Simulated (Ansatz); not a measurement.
Level of theory: DFT PBE, scalar-relativistic, plane waves, PAW (Ansatz 0.2.0). Settings: cutoff 420 eV, Γ-centred meshes spaced at most about 0.3 Å⁻¹, and about 0.25 Å⁻¹ or finer for metals (2π included), Gaussian smearing. No spin polarisation in the final relaxations.

These are static total energies at zero pressure.

Two relaxed structures of Ge7Os:

A.

```
Ge Os
1.0
     0.00000    4.90298    4.90298
     4.90298    0.00000    4.90298
     4.90298    4.90298    0.00000
Ge Os
7 1
Direct
  0.24826 0.75174 0.75174
  0.75174 0.24826 0.24826
  0.75174 0.24826 0.75174
  0.24826 0.75174 0.24826
  0.75174 0.75174 0.24826
  0.24826 0.24826 0.75174
  0.50000 0.50000 0.50000
  0.00000 0.00000 0.00000
```

B.

```
Ge Os
1.0
     0.00000    4.13942    4.13942
     4.13942    0.00000    4.13942
     4.13942    4.13942    0.00000
Ge Os
7 1
Direct
  0.50000 0.50000 0.50000
  0.50000 0.00000 0.00000
  0.50000 0.00000 0.50000
  0.00000 0.50000 0.50000
  0.00000 0.50000 0.00000
  0.50000 0.50000 0.00000
  0.00000 0.00000 0.50000
  0.00000 0.00000 0.00000
```

**Question.** Which is lower in energy, and by how much?

**Answer.** B is lower, by 0.31 eV/atom. A has space group Fm-3m (No. 225), 29.5 Å³/atom and no gap on its mesh; B has Ge and Os ordered on fcc sites, space group Fm-3m (No. 225), 17.7 Å³/atom and no gap. Counting Ge atoms around Os (those within 1.25 times the shortest such distance or 1.15 times the sum of covalent radii), A has Os 6 and B has Os 12. A holds Ge–Ge units of three or more atoms (shortest 2.47 Å); in B the shortest Ge–Ge distance is 2.93 Å, near bonding range too. The denser one is the lower, and pressure would at first widen the difference. Even the lower one lies +0.50 eV/atom against the reference forms of the elements (uncorrected), so neither is stable at this level. In A, Ge on a site of symmetry 4mm has 1 Os at 2.43 Å and 1 Ge at 2.47 Å; Ge on a site of symmetry m-3m is surrounded by 6 Ge at 2.47 Å; Os is surrounded by 6 Ge at 2.43 Å. In B, Ge on a site of symmetry m-3m is surrounded by 12 Ge at 2.93 Å; Ge on a site of symmetry mmm has 10 Ge at 2.93 Å and 2 Os at 2.93 Å; Os is surrounded by 12 Ge at 2.93 Å. Both come from invented guesses.

Spin–orbit coupling, which can matter for Os, is left out. Cells relaxed within their symmetry can be saddle points.
